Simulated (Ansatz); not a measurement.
NbRu:
```xyz
6
Lattice="4.5814 0.0000 0.0000 0.0000 3.0576 0.0000 -1.5361 0.0000 6.7530" Properties=species:S:1:pos:R:3 pbc="T T T"
Nb     2.6593     0.0000     2.1848
Nb     0.3860     0.0000     4.5682
Nb     0.0000     0.0000     0.0000
Ru     2.2907     1.5288     0.0000
Ru     0.4046     1.5288     2.3535
Ru     2.6407     1.5288     4.3994
```

Relaxed with r²SCAN.

Question: Give the Bader charges and basin volumes of the independent atoms, r²SCAN in the plane-wave PAW code Ansatz.

Answer: 

| atom | Bader charge (e) | Bader volume (Å³) |
|---|---|---|
| Nb1 | +1.16 | 13.0 |
| Nb3 | +1.03 | 13.8 |
| Ru4 | -1.16 | 18.2 |
| Ru5 | -1.10 | 18.3 |

Space group P2/m. The start of the workflow was typed in or built on a structure type; neither database checked (COD, Materials Project) lists it. COD files the formula under space group No. 123, 221. Whether it is the stable phase at ambient conditions was not checked. The r²SCAN relaxation kept the symmetry of its start; whether a distortion lowers the energy is not shown. The run is not spin-polarised.

Potentials: the later of the program's two PAW sets.
